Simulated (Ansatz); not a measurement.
## Notes on ZrVSi

```xyz
6
Lattice="3.7526 0.0000 0.0000 0.0000 3.7526 0.0000 0.0000 0.0000 7.3244" Properties=species:S:1:pos:R:3 pbc="T T T"
V     0.0000    0.0000    0.0000
V     1.8763    1.8763    0.0000
Zr    1.8763    0.0000    4.6876
Zr    0.0000    1.8763    2.6368
Si    1.8763    0.0000    1.8677
Si    0.0000    1.8763    5.4567
```

Method: PBEsol, no spin polarisation; PAW, plane waves to 420 eV, 9×9×5 Γ-centred mesh, fermi-dirac occupations (width 0.1 eV) (Ansatz 0.2.0), atoms fixed.

Charges: Bader charges in e: Zr +1.17, V +0.43, Si -1.60. In the mean Zr gives up most and Si takes most.
Forces: The largest is on Si5 (and as large on other atoms): 0.80 eV/Å, components (0.00, 0.00, -0.80). It makes 45° with the line to a nearest neighbour, V1 at 2.65 Å, pointing towards it.
Electronic structure: It is a metal, with about 3.3 states/eV a cell as the mean within 0.25 eV of the Fermi level, mostly V d (56 %) and Zr d (34 %).
Stress: The pressure is -11.2 GPa (compression positive), so with the atoms held at these fractions the cell would first shrink; the forces are large, so a full relaxation may end otherwise.
Formation energy: -0.75 eV an atom against the elements' usual phases (free molecules for gases, crystals otherwise, with no correction for O₂ or N₂), so it is bound against them; other compounds may still compete. Relaxing would lower it.
Contacts: V–V at 2.65 Å: least valence density 0.30 e/Å³ and ELF 0.33 there. Zr–V at 3.24 Å: least valence density 0.17 e/Å³ and ELF 0.28 there. V–Si at 2.65 Å is left out, since its least density falls inside a PAW sphere. Zr–Si at 2.76 Å is left out, since its least density falls inside a PAW sphere. Both are smooth PAW fields, read partly inside the augmentation spheres.

Origin: a database entry at a rescaled volume. Caveats: no spin polarisation, so a magnetic state may lie lower; atoms or cell far from equilibrium.
